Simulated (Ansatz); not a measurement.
**MoS2 with Se replacing S: what each run costs**

MoS2 with Se replacing S, neutral cell. Cell: 36 atoms, space group P1, a = 9.507 Å, b = 6.338 Å, c = 12.324 Å, α = 90.00°, β = 90.00°, γ = 120.00°.

All runs are DFT with Ansatz 0.2.0 on 4 threads of Arm Neoverse V2 (aarch64; 8 cores open to the job, memory cap 8.0 GiB, no GPU), a shared host.

(1) Rank the runs by wall time, shortest first.
A. single point at relaxed positions, r2SCAN, 500 eV, 3×4×2 k-points, smearing 0.01 eV
B. single point, PBE, 420 eV, 3×4×2 k-points, smearing 0.01 eV
C. relaxation of the ions, PBE, 420 eV, 3×4×2 k-points, smearing 0.01 eV

Answers

(1) B (79 s, 3.2 GiB), A (2.5 min, 4.7 GiB), C (4.3 min, 3.7 GiB).
